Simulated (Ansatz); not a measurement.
YNi5Ge3 in space group Pnma (No. 62; Pearson symbol oP36), the program Ansatz at the PBE level (PAW), all energies at zero smearing, with the estimated change up to a 700 eV cutoff added, with one set of potentials and settings (totals compare only within such a set). Cell of 36 atoms (4 Y, 20 Ni, 12 Ge): -183748.259 eV.

```json
[
 {"element": "Y", "reference phase": "P6_3/mmc, 2 atoms in the cell", "E (eV/atom)": "-3848.6668"},
 {"element": "Ni", "reference phase": "Fm-3m, 1 atoms in the cell, spin-polarised", "E (eV/atom)": "-5839.7239"},
 {"element": "Ge", "reference phase": "Fd-3m, 2 atoms in the cell", "E (eV/atom)": "-4294.9847"}
]
```

Formation energy per atom, worked out: (-183748.259 − 4×(-3848.6668) − 20×(-5839.7239) − 12×(-4294.9847))/36 = -0.536 eV/atom (-52 kJ per mol of atoms), at 0 K, without zero-point energy or fitted corrections.

The first step of the workflow began from a Materials Project structure, measured or hypothetical; the Crystallography Open Database copy checked does not list it. Its standing as an ambient phase is unchecked. Symmetry was held in the PBE relaxation; whether a distortion lowers the energy is not shown. The run is not spin-polarised. The references are the lowest solids computed at this level, not always the standard phases.

Potentials: the later of the program's two PAW sets.
